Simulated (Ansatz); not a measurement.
CoSi$_{2}$ (fluorite or antifluorite type, Fm-3m), a = 5.274 Å, b = 5.274 Å, c = 5.274 Å, α = 90.00°, β = 90.00°, γ = 90.00°; the cell used has 3 atoms.

Relaxed with LDA.

Q: Decompose the optical modes at the zone centre into irreducible representations, and say which are infrared and Raman allowed.

A: Point group m-3m: Γ_opt = T1u + T2g. Infrared: T1u. Raman: T2g.

Q: Assign frequencies (DFPT, DFT-LDA in the program Ansatz with PAW potentials).

A: T2g 341, T1u 348 cm⁻¹.

The cell was relaxed with LDA under the symmetry of its start. No spin polarisation was allowed. As this level gives no gap, phonon frequencies hold no LO–TO term and depend on the k-mesh and smearing (Fermi–Dirac, 0.1 eV here).

Potentials: the earlier of the program's two PAW sets. The files were generated under PBE; for other functionals the program regenerates the frozen cores, and for LDA and PBEsol the local potential too.
